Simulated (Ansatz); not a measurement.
Input file for Ansatz (a quantum-chemistry and plane-wave program):

Ansatz 0.2 input:
```yaml
crystal:
  lattice:
    - [4.4704374649, 0.0, 0.0]
    - [0.0, 4.4704374649, 0.0]
    - [0.0, 0.0, 4.4704374649]
  atoms:
    - { symbol: Pd, position: [0.0, 0.0, 0.0] }
    - { symbol: Sn, position: [0.0, 0.5, 0.5] }
    - { symbol: Sn, position: [0.5, 0.0, 0.5] }
    - { symbol: Sn, position: [0.5, 0.5, 0.0] }
kpoints:
  mp_grid: { grid: [19, 19, 19] }
hamiltonian:
  xc: pbesol
  pseudopotentials: { kind: paw }
scf:
  occupations: { method: fermi_dirac, width: 0.1 }
elastic: { mode: relaxed_ion, stencil: two_point, amplitude: 0.005, f_tol: 0.0005 }
```

Output (shortened):

```
Pseudopotentials: kind: paw
Pseudopotential: Pd, paw, valence charge 18
Pseudopotential: Sn, paw, valence charge 14
Functional definition: PBEsol
Crystal: 4 atoms, lattice volume = 89.341 Å³
Basis set: ecut = 420 eV, 1743 PW (Γ), exchange–correlation on 64×64×64 points (8 copies of the dense FFT grid, shifted against one another)
Bands: 36, of which v1, the nominal top of the filled ones, is band 30 counted from 1 (29 counted from 0)
Symmetry: 48 space group operations
Space group: Pm-3m (ITA 221), of the structure as read, at distance tolerance 4.5e-5 Å
k-points: 220 of 6859
PAW frozen core: Pd, regenerated for the run's functional, and the local potential with it
PAW frozen core: Sn, regenerated for the run's functional, and the local potential with it
Initial wavefunctions: pseudopotential atomic-orbital guess
Eigensolver: davidson
Functional: x = pbesol(κ = 0.804, μ = 0.12345679012345678), c = pbesol(β = 0.046)
all-band conjugate gradients solve this SCF's bands
SCF 1 converged in 11 iterations: F = -24756.199248 eV  dr2 = 4.10e-14
density extrapolation: transplant  |δρ|_rms = 2.910e-2 e/Å³  SAD shift = 7.572e-3 e/Å³
Crystal: 4 atoms, lattice volume = 88.894 Å³
Symmetry: 16 space group operations
k-points: 550 of 6859
Initial density: handed on by an earlier stage of this run
Initial wavefunctions: those handed on with the density
SCF 2 converged in 10 iterations: F = -24756.198700 eV  dr2 = 2.06e-14
density extrapolation: first-order (α = -2.000)  |δρ|_rms = 2.910e-2 e/Å³  SAD shift = 7.514e-3 e/Å³
Crystal: 4 atoms, lattice volume = 89.788 Å³
Basis set: ecut = 420 eV, 1759 PW (Γ), exchange–correlation on 64×64×64 points (8 copies of the dense FFT grid, shifted against one another)
SCF 3 converged in 7 iterations: F = -24756.198662 eV  dr2 = 3.04e-14
density extrapolation: transplant  |δρ|_rms = 2.910e-2 e/Å³  SAD shift = 4.304e-3 e/Å³
Crystal: 4 atoms, lattice volume = 89.340 Å³
Basis set: ecut = 420 eV, 1751 PW (Γ), exchange–correlation on 64×64×64 points (8 copies of the dense FFT grid, shifted against one another)
Symmetry: 8 space group operations
k-points: 1000 of 6859
SCF 4 converged in 9 iterations: F = -24756.199149 eV  dr2 = 1.72e-14
density extrapolation: first-order (α = -2.000)  |δρ|_rms = 2.910e-2 e/Å³  SAD shift = 4.304e-3 e/Å³
Crystal: 4 atoms, lattice volume = 89.340 Å³
SCF 5 converged in 6 iterations: F = -24756.199149 eV  dr2 = 7.07e-14
SCF converged after 11 iterations
Free energy (F): -24756.199248 eV
Harris-Foulkes:  -24756.199248 eV  (|F-HF|=0.00e0)
Internal energy: -24756.137687 eV  (E = F + TS)
E sigma→0 (E₀):  -24756.168467 eV
Entropy (-TS):   -0.061562 eV (-15.390 meV/atom)
Fermi energy:    13.386442 eV
--- Per-component energies (eV) ---
  E_band       = -392.196099
  E_kinetic    = 1077.500928
  E_local      = -4473.302251  (includes V_loc(G=0)·N_el)
  E_nonlocal   = 128.848952
  E_hartree    = 2384.678422
  E_xc         = -1307.552679
  E_vxc        = -504.276290  (∫ρ·V_xc dr)
  E_paw        = -15878.193963  (= ΣΔE_a)
  E_vpaw       = -1390.324495  (= ΣTr[D̂ρ^β])
  E_aug_tail   = 0.000204  (compensation charges beyond the density's cutoff)
  E_ewald      = -6689.274344
  E_core_change = 1.157043  (= ΣΔE_core)
  E_smearing   = -0.061562  (= −TS)
  E_closure    =  0.000000  (closes the sum)
  Σ components = -24756.199248   (vs F -24756.199248, Δ=0.00e0)
--- Forces (eV/Å), atoms counted from 1 ---
  atom   1  Pd     0.00000000     0.00000000     0.00000000
  atom   2  Sn     0.00000000     0.00000000     0.00000000
  atom   3  Sn     0.00000000     0.00000000     0.00000000
  atom   4  Sn     0.00000000     0.00000000     0.00000000
  max |Σ_I F_I| component: 0.0 eV/Å
--- Stress (GPa, compression-positive) ---
       -0.008286       0.000000       0.000000
        0.000000      -0.008286       0.000000
        0.000000       0.000000      -0.008286
  P = ⅓ Tr σ = -0.0083 GPa (-0.083 kbar)
  The stress holds the Pulay correction. Without it, at fixed plane waves, as pw.x and ABINIT print it: P = -0.0520 GPa
  The stress includes an estimate of the error left by incomplete SCF convergence (largest component 0.0000 GPa).
--- Band table (eV; the first three rows and the last of 220) ---
  k-point 0: bands = ["-70.5776", "-36.3559", "-36.3559", "-36.3559", "-8.2868", "-8.2868", "-8.2868", "-8.2622", "-8.1312", "-8.1312", "-8.0167", "-8.0167", "-8.0167", "-7.9859", "-7.9859", "-7.8919", "-7.8728", "-7.8728", "-7.8728", "1.8372", "8.4270", …
  k-point 1: bands = ["-70.5776", "-36.3559", "-36.3559", "-36.3559", "-8.2865", "-8.2843", "-8.2843", "-8.2604", "-8.1309", "-8.1297", "-8.0171", "-8.0167", "-8.0167", "-7.9874", "-7.9859", "-7.8932", "-7.8757", "-7.8757", "-7.8728", "1.8584", "8.2464", …
  k-point 2: bands = ["-70.5776", "-36.3559", "-36.3559", "-36.3559", "-8.2854", "-8.2766", "-8.2766", "-8.2552", "-8.1302", "-8.1252", "-8.0181", "-8.0169", "-8.0169", "-7.9917", "-7.9858", "-7.8971", "-7.8844", "-7.8844", "-7.8727", "1.9218", "7.8187", …
  k-point 219: bands = ["-70.5775", "-36.3562", "-36.3562", "-36.3562", "-8.1962", "-8.1943", "-8.1943", "-8.1604", "-8.1604", "-8.1586", "-8.1423", "-8.0164", "-8.0145", "-8.0145", "-7.9813", "-7.9813", "-7.8970", "-7.8970", "-7.8951", "6.1245", "6.2417", …
  band table: 36 of 36 bands, residual norms ≤ 1.0e-3 eV
--- Elastic constants: 2 strain directions × 2 members + reference (group order 48) ---
  dense FFT box of the reference and of every strained cell: 32×32×32
  strains applied: 11, 23; error gains: componentwise 1.00 (the most a stress slope's error grows in a printed constant), spectral 1.73 (1 for all six strains …
  C = ∂σ_k/∂η_j (tension-positive GPa; Voigt order 11 22 33 23 13 12):
        81.564     74.103     74.103      0.000      0.000      0.000
        74.103     81.564     74.103      0.000      0.000      0.000
        74.103     74.103     81.564      0.000      0.000      0.000
         0.000      0.000      0.000     14.285      0.000      0.000
         0.000      0.000      0.000      0.000     14.285      0.000
         0.000      0.000      0.000      0.000      0.000     14.285
  reference stress σ⁰ (GPa):      0.008      0.008      0.008      0.000      0.000      0.000
  moduli (Voigt/Reuss/Hill, GPa): K = 76.59/76.59/76.59   G = 10.06/6.70/8.38   E = 24.26   ν = 0.447
  mechanically stable: yes (min eigenvalue of sym C = 7.46 GPa)
  strain η (Voigt 11):  stress-route row diagonal C_11 = 81.56 GPa, energy-path curvature d²(F+E_count+ΔE)/dδ²/Ω₀ = 81.56 GPa
         δ    σ_11 (GPa)             F (eV)   n_scf  n_hpsi   n_pw
    -5.000e-3      -0.4044      -24756.1986995      10  388965   1767   relax 0 steps, max|allowed force component| 0.0 eV/Å
     5.000e-3       0.4113      -24756.1986622       7  294677   1787   relax 0 steps, max|allowed force component| 0.0 eV/Å
  strain η (Voigt 23):  stress-route row diagonal C_44 = 14.29 GPa, energy-path curvature d²(F+E_count+ΔE)/dδ²/Ω₀ = 14.28 GPa
         δ    σ_23 (GPa)             F (eV)   n_scf  n_hpsi   n_pw
    -5.000e-3      -0.0714      -24756.1991492       9  716084   1774   relax 0 steps, max|allowed force component| 0.0 eV/Å
     5.000e-3       0.0714      -24756.1991492       6  503192   1774   relax 0 steps, max|allowed force component| 0.0 eV/Å
```

Cost: roughly 6 core-minutes on shared cores.

The workflow started from an entry of the Crystallography Open Database (COD), which files this formula under 2 space groups. Whether it is the stable phase at ambient conditions was not checked. The cell was relaxed with PBEsol under the symmetry of its start. At this level the phase is dynamically unstable (imaginary phonons). No spin polarisation was allowed. The volume moved by 42 % from the start of the relaxation. As this level gives no gap, shear constants depend on the k-mesh and smearing (Fermi–Dirac, 0.1 eV here). Scalar-relativistic: spin–orbit coupling is off unless named, which matters more the heavier the elements.

Potentials: the later of the program's two PAW sets.

Ansatz is a plane-wave DFT program.
